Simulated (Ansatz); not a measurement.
# Cu$_{3}$Pd: pressure against volume

Cu$_{3}$Pd, Pm-3m, a = 3.654 Å. The structure is a COD entry; whether it is the stable form wasn't checked. Ansatz: PBEsol, PAW, 420 eV, Γ-centred 12×12×12 mesh on 4 atoms, Gaussian smearing 0.10 eV; no spin polarisation. Symmetry fixes shape and atoms, so the cell is only scaled; pressure is positive in compression.

| V (Å³/atom) | P (GPa) |
| --- | --- |
| 10.731 | ? |
| 11.097 | 21.37 |
| 11.463 | 12.92 |
| 11.829 | 5.89 |
| 12.195 | 0.02 |
| 12.560 | -4.85 |
| 12.926 | -8.90 |
| 13.414 | -13.22 |

Question: Take V0 = 12.195 Å³/atom, count pressures from its P0 = 0.02 GPa, fit the third-order Birch–Murnaghan form to the other rows, and predict the missing pressure.

Answer: With the Eulerian strain f = ½[(V0/V)^(2/3) − 1] and y = (P − P0)/[3f(1 + 2f)^(5/2)], the form is the line y = B0 + 1.5 B0 (B0′ − 4) f. Rows (f, y): 0.03246, 187.3; 0.02107, 184.1; 0.01026, 181.3; -0.00973, 175.2; -0.01903, 172.2; -0.03077, 168.1. Means f = 0.0007100, y = 178.03; Σ(Δf)² = 0.003003, ΣΔfΔy = 0.9064; the slope is their ratio. y = 177.8 + 301.8 f GPa, so B0 = 177.8 GPa and B0′ = 4 + 2 × (301.8)/(3 × 177.8) = 5.13. At V = 10.731, f = 0.04450, y = 191.23 and P = 31.61 GPa. The run gave 31.51 GPa, so the fit is 0.10 GPa too high, a small miss on the scale of the series.

Cost: 8 runs of about 2.2 core-minutes in all, on Arm Neoverse V1 (shared hosts).